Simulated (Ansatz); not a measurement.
This cell of TiO (space group C2/m) is off equilibrium:

```
CELL_PARAMETERS angstrom
      4.56291    -2.04250     0.00000
      4.56291     2.04250     0.00000
     -1.70151     0.00000     5.44157
ATOMIC_POSITIONS crystal
  Ti 0.65336 0.65355 0.32312
  Ti 0.34645 0.34664 0.67688
  Ti 0.66036 0.67235 0.83277
  Ti 0.32765 0.33964 0.16723
  Ti 0.00080 0.99920 0.50000
  O  0.50016 0.49984 0.00000
  O  0.85252 0.81172 0.16875
  O  0.18828 0.14748 0.83125
  O  0.82787 0.83479 0.65862
  O  0.16521 0.17213 0.34138
```

All values below come from LDA (plane waves to 420 eV, PAW, scalar-relativistic; Ansatz, a program for electronic structure). k mesh 12×12×8 (Γ-centred), Fermi-Dirac smearing 0.05 eV. Compression counts positive. With partly filled bands, energies and forces of such displacements shift with the k mesh and the smearing. TiO is run without spin polarisation and with no Hubbard U. TiO was relaxed with its symmetry unable to fall.

What forces act on the atoms (eV/Å, Cartesian)?


```
atom      Fx      Fy      Fz
----  ------  ------  ------
Ti1   -0.041  -0.013   0.024
Ti2    0.041  -0.013  -0.024
Ti3   -0.044  -1.153  -0.030
Ti4    0.044  -1.153   0.030
Ti5    0.000   0.144   0.000
O6     0.000   0.006   0.000
O7    -0.002   1.305  -0.007
O8     0.002   1.305   0.007
O9     0.000  -0.214  -0.002
O10    0.000  -0.214   0.002
```

Give the stress tensor in GPa and the pressure.


```
    0.1      0.0      0.1
    0.0      2.5      0.0
    0.1      0.0      0.2
```
The pressure, a third of the trace, is 0.9 GPa.

(For displaced atoms, the force is minus the slope of the energy, and its curvature is a force constant, which sets phonon frequencies.)
